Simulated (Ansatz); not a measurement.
Mg:
```
Mg
1.0
    3.22826     0.00000     0.00000
   -1.61413     2.79576     0.00000
    0.00000     0.00000     5.14759
Mg
2
Direct
  0.33333   0.66667   0.75000
  0.66667   0.33333   0.25000
```

Relaxed with r²SCAN+D4. Special points in fractions of this cell's reciprocal vectors: Γ (0.000, 0.000, 0.000); M (0.500, 0.000, 0.000); K (0.333, 0.333, 0.000); A (0.000, 0.000, 0.500); L (0.500, 0.000, 0.500); H (0.333, 0.333, 0.500).

Question: List the band energies nearest the Fermi level at these points for plane-wave PAW r²SCAN+D4 (Ansatz code).

Answer: In eV from the Fermi level; about four levels below and three above (degenerate sets whole), none deeper than 8.9 eV; … stands for higher levels left out; points with the same levels are listed once.

```tsv
k	below	above
Γ	-7.34 -1.78 -1.02	11.40 11.40 11.52 11.52
M	-2.39 -2.26	2.82 3.14 3.67
K	-0.83 -0.67 -0.67	4.37 4.37 4.71
A	-5.83 -5.83	5.64 5.64 …
L	-1.26 -1.26 -0.42 -0.42	8.42 8.42 …
H	–	0.12 0.12 0.59 0.59
```

Space group P6_3/mmc (hcp (Mg type)). The r²SCAN+D4 relaxation kept the symmetry of its start. The pairwise dispersion correction was not fitted to metals.

Potentials: the later of the program's two PAW sets.
